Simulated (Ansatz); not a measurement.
**Lattice vibrations of GaAs at Γ at 20 GPa**

All numbers below come from DFT LDA, scalar-relativistic, plane waves, PAW (Ansatz). Settings: 420 eV plane-wave cutoff, Γ-centred 12×12×12 mesh, fixed occupations. No spin polarisation. Phonons by linear response, acoustic sum rule imposed.

The cell, relaxed at 20 GPa:
```
CELL_PARAMETERS angstrom
0.00000 2.63954 2.63954
2.63954 0.00000 2.63954
2.63954 2.63954 0.00000
ATOMIC_POSITIONS crystal
Ga 0.00000 0.00000 0.00000
As 0.75000 0.75000 0.75000
```

The real crystal has changed phase below this pressure. The run warned that the force constants aren't converged on this k mesh, so the frequencies and all that is formed from them are rough. The bands were filled as in an insulator; under compression the gap may have closed between mesh points.

Problem. Give the high-frequency dielectric tensor ε∞.

Solution.
```
11.26  0.00  0.00
 0.00 11.26  0.00
 0.00  0.00 11.26
```

Problem. Give the Born effective charges.

Solution.
```csv
atom,Z*xx,Z*yy,Z*zz,mean
Ga (atom 1),1.75,1.75,1.75,1.75
As (atom 2),-1.75,-1.75,-1.75,-1.75
```

Problem. How large is the static dielectric tensor with the ions free to move, and what share of it is ionic?

Solution.
```
12.3  0.0  0.0
 0.0 12.3  0.0
 0.0  0.0 12.3
```
The ions give 8 % of its trace.

Cost: 1 run of about 3.7 core-minutes, on Intel Xeon Processor @ 2.70GHz (shared hosts).